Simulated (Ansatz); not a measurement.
**Kick test of a cell of Si2C**

The cell was found from a structure generator's guess, not taken from experiment.

The calculation used Ansatz, DFT PBE, scalar-relativistic, plane waves, PAW. Cutoff 420 eV; k points 12×12×4 on the computed 6-atom cell (Γ-centred); Gaussian smearing, width 0.10 eV; no spin polarisation.

The cell below (6 atoms, space group P-6m2 (No. 187)) is relaxed within its symmetry.

```
CELL_PARAMETERS angstrom
3.01309 0.00000 0.00000
-1.50654 2.60941 0.00000
0.00000 0.00000 9.88648
ATOMIC_POSITIONS crystal
Si 0.33333 0.66667 0.74101
Si 0.33333 0.66667 0.25899
Si 0.33333 0.66667 0.50000
Si 0.66667 0.33333 0.00000
C 0.66667 0.33333 0.19637
C 0.66667 0.33333 0.80363
```

For the test a repeat of it with 12 atoms (edges 3.01, 3.01, 19.77 Å) was strained at random (σ = 1.5 % a component), the atoms were moved at random (σ = 0.05 Å), and all was relaxed again on a coarse 12×12×1 mesh (in the run’s order of axes) with 0.20 eV smearing, with no symmetry imposed.

Q: Does it come back?

A: It returns, within 1 meV/atom of the unmoved cell on that mesh and with the same symmetry when read at 0.1 Å. So it is stable against the distortions that fit this cell and that this random move excites. Modes that don't fit the cell aren't tested.
